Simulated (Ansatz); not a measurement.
ScF3 (ReO3 type, Pm-3m) under volume change, HSE06 (plane waves, PAW; program Ansatz), shape and atoms relaxed at each volume.

```csv
V (Å³/atom),E − E(relaxed) (meV/atom),P (GPa)
14.951,48.0,11.28
15.444,20.2,6.91
15.937,4.8,3.19
16.430,0.0,0.03
16.923,?,?
17.416,16.0,-4.96
17.908,?,?
```

**Question.** What belongs in the gaps?

**Answer.** 
- 17.908, E − E(relaxed) (meV/atom): 34.4
- 17.908, P (GPa): -6.92
- 16.923, E − E(relaxed) (meV/atom): 4.2
- 16.923, P (GPa): -2.67

**Question.** What does a third-order Birch–Murnaghan fit give for V₀, B₀ and B′?

**Answer.** V₀ = 16.43 Å³/atom, B₀ = 97.1 GPa, B′ = 4.3.

The workflow started from a Materials Project entry (that database holds measured and hypothetical structures alike); the Crystallography Open Database files this formula in space group No. 221, but the cells were not matched. Whether it is the stable phase at ambient conditions was not checked. The HSE06 relaxation kept the symmetry of its start; whether a distortion lowers the energy is not shown. The run is not spin-polarised.

Potentials: the earlier of the program's two PAW sets.
